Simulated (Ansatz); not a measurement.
Si2W under compression and expansion

```
Si W
1.0
    -1.60600    1.60600    3.94000
     1.60600   -1.60600    3.94000
     1.60600    1.60600   -3.94000
Si W
2 1
Direct
  0.33300 0.33300 0.00000
  0.66700 0.66700 0.00000
  0.00000 0.00000 0.00000
```

The geometry is COD entry 1010283, unchecked; take it as a test cell. It differs from other determinations.

No spin–orbit coupling, which matters for the heavy atoms here.

All numbers are computed: DFT, LDA, all-electron LAPW, scalar-relativistic (Ansatz 0.2.0); DFT, LDA, PAW with Ansatz's default frozen-core files, scalar-relativistic (Ansatz 0.2.0).

For LAPW: a Γ-centred 11×11×14 k mesh, Fermi–Dirac smearing of 0.05 eV, basis error target 1 meV/atom, no spin polarisation; this mesh doesn't keep the crystal's whole symmetry, which leaves small spurious terms. PAW takes a cutoff of 420 eV at this cell (files made with PBE, cores remade for this functional). The Ansatz runs share mesh, smearing and spin set-up. Plane-wave (PAW) pressures include the program's estimate of the Pulay term.

The cell above is scaled evenly, with fractional coordinates and shape held.

Problem. Estimate the equilibrium volume and bulk modulus that all-electron LAPW gives for this fixed shape.

Solution. V0 = 13.12 Å³/atom, B0 = 242 GPa, B0′ = 4.4, from a third-order Birch–Murnaghan fit to these pressures:
```tsv
V/V(cell)	V (Å³/atom)	P, LAPW (GPa)	P, PAW (GPa)	free energy over the lowest listed, PAW (meV/atom)
0.9400	12.737	7.61	7.72	8.3
0.9600	13.008	2.08	2.16	0.0
0.9800	13.279	-2.86	-2.81	0.6
0.9900	13.414	-5.13	-5.09	4.0
1.0000	13.550	-7.28	-7.25	9.2
1.0100	13.685	-9.32	-9.29	16.2
1.0200	13.821	-11.24	-11.22	24.9
1.0400	14.092	-14.77	-14.77	46.9
1.0600	14.363	-17.92	-17.94	74.6
```

PAW's V0 lies 0.03 % from the all-electron value and its B0 0.4 %. With shape and internal coordinates held, B0 is an upper bound to the relaxed modulus.
